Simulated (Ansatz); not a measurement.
Generalised stacking fault of LiF (rock salt) on the {110} plane. The cell below holds the perfect crystal with the plane normal along z; tilting its third vector by the shift puts one fault into each cell, between planes 1.41 Å apart, at fixed cell height.

```
CELL_PARAMETERS angstrom
      2.82150     0.00000     0.00000
      0.00000     3.99020     0.00000
      1.41075     1.99510     4.23224
ATOMIC_POSITIONS crystal
  F  0.00000 0.00000 0.83333
  F  0.33333 0.33333 0.16667
  F  0.66667 0.66667 0.50000
  Li 0.00000 0.50000 0.83333
  Li 0.33333 0.83333 0.16667
  Li 0.66667 0.16667 0.50000
```

In-plane vectors a = (2.821, 0.000) Å, b = (0.000, 3.990) Å, area 11.26 Å². The shift is x·a + y·b, and the map repeats with period 1 in x and y. The shift is rigid: no atom relaxes. γ = [E(shift) − E(0)] / area.

The numbers are results of r2SCAN (plane waves to 500 eV, PAW, scalar-relativistic; Ansatz, a quantum-chemistry and plane-wave program), not measurements. k mesh 10×10×10 (Γ-centred), Fermi-Dirac smearing 0.05 eV. E is the zero-smearing estimate. Points where atoms come too close for the PAW data are left out (x in tables, blank in figures). Faults lie only 4.2 Å apart, and holding the cell height and the atoms raises γ above its relaxed value. LiF was relaxed with its symmetry unable to fall. The last digit holds for this mesh only.

Changes of γ (J/m²) from the point x = 0.000, y = 0.000 when one coordinate moves alone (two changes are said to add if the coupling is within 5 % of the smaller one, nearly so within 20 %):

```json
[
 {"point": "x = 0.167, y = 0.000", "change": "0.423"},
 {"point": "x = 0.333, y = 0.000", "change": "1.883"},
 {"point": "x = 0.500, y = 0.000", "change": "3.016"},
 {"point": "x = 0.667, y = 0.000", "change": "1.883"},
 {"point": "x = 0.833, y = 0.000", "change": "0.423"},
 {"point": "x = 0.000, y = 0.167", "change": "1.244"},
 {"point": "x = 0.000, y = 0.333", "change": "4.653"},
 {"point": "x = 0.000, y = 0.500", "change": "7.020"},
 {"point": "x = 0.000, y = 0.667", "change": "4.653"},
 {"point": "x = 0.000, y = 0.833", "change": "1.244"}
]
```

Task: What is the change at x = 0.667, y = 0.833, where both move, and how far is it from the sum?

Result: The sum of the single changes is 1.883 + (1.244) = 3.127; the calculation gives 2.897, so the coupling contributes -0.230 (under 20 % of the smaller single change, nearly additive).

Task: Do the two effects add at x = 0.500, y = 0.167? Give the computed change.

Result: The sum of the single changes is 3.016 + (1.244) = 4.260; the calculation gives 3.695, so the coupling contributes -0.565 (over 20 % of the smaller single change, not additive).

(The slope of γ gives the shear force per area between the displaced halves; near zero shift its curvature is an elastic stiffness.)
